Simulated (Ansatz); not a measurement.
W (bcc): a workflow

**The experiment.** The Crystallography Open Database holds a measured cell of cubic W (space group Im-3m) at 298 K (1997, doi:10.1007/s002690050070): a = 3.165 Å, 15.85 Å³/atom.

Computed with Ansatz (plane waves, PAW, 500 eV cutoff): r²SCAN, scalar-relativistic, no spin polarisation, Γ-centred 18×18×18 mesh, 0.05 eV Gaussian smearing. The datasets are Ansatz's generated set soft_2.

The start, 0 % under the database's volume:

```
W
1.0
    -1.58000    1.58000    1.58000
     1.58000   -1.58000    1.58000
     1.58000    1.58000   -1.58000
W
1
Direct
  0.00000 0.00000 0.00000
```

The steps in volume:

```csv
run,level,k-mesh,kind,V (Å³/atom),P (GPa),E − E(final) (meV/atom),gap on the mesh (eV)
1,"PBE, 420 eV",8×8×8,fixed cell,15.78,7.6,–,metal
2,"PBE, 420 eV",8×8×8,fixed cell,16.57,-7.5,–,metal
3,"PBE, 420 eV",8×8×8,fixed cell,16.15,0.0,–,metal
4,r²SCAN,18×18×18,fixed cell,16.15,-4.8,3.8,metal
5,r²SCAN,18×18×18,fixed cell,15.63,5.6,4.6,metal
6,r²SCAN,18×18×18,fixed cell,15.90,0.0,0.0,metal
```

The cell is relaxed to zero pressure at this level.

The final structure (symmetry read at 0.01 Å). The structure is cubic, space group Im-3m (No. 229). The conventional cell has a = 3.168 Å, b = 3.168 Å, c = 3.168 Å, α = 90.00°, β = 90.00°, γ = 90.00°. W (site symmetry m-3m) has 8 W at 2.74 Å as nearest neighbours. (Neighbours are counted to 15 % beyond the shortest distance.)

```json
{"atom": "W", "site": "2a", "symmetry": "m-3m", "x": "0.0000", "y": "0.0000", "z": "0.0000"}
```

- At the final geometry the gap, band path included, is zero (metallic).

**Against experiment.** r²SCAN gives 3.168 Å and 15.90 Å³/atom, +0.3 % in volume (+0.1 % in length) from the database's cell. Agreement this close is partly luck: the calculation is for a static lattice, the crystal has zero-point motion and thermal expansion.

These numbers lack spin–orbit coupling.
